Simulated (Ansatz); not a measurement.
One crystal and one scan (energy over volume and axial ratio) at two levels, PBE (plane waves to 420 eV, PAW, scalar-relativistic; Ansatz, a quantum-chemistry and plane-wave program) and PBEsol (plane waves to 420 eV, PAW, scalar-relativistic; Ansatz), each from its own relaxed cell and on its own mesh.

The crystal is SiO2 (rutile); volume and axial ratio are varied about the relaxed values (subscript 0).

Energies are smeared free energies. SiO2 was relaxed with its symmetry unable to fall. The PAW data are Ansatz's earlier set. As the atoms are clamped, bonds stretch with the cell, which overstates energies and stresses. Both scans cover V/V₀ from 0.920 to 1.080 and (c/a)/(c/a)₀ from 0.960 to 1.040.

```tsv
quantity	run 1	run 2
Lattice constant a (Å)	4.236	4.195
Lattice constant c (Å)	2.690	2.678
Relaxed volume (Å³/atom)	8.04	7.85
Modulus against c/a change at fixed volume, (3/4V)·∂²E/∂(ln c/a)² (fit, atoms clamped) (GPa)	220	228
```

**Question.** Which run is which level?

**Answer.** Run 1 is PBE, run 2 is PBEsol. PBE gives the higher value for: lattice constant a; lattice constant c; relaxed volume. PBE gives the lower value for: modulus against c/a change at fixed volume.

(Under strain, the slope of the energy per volume gives the stress and its curvature an elastic modulus.)
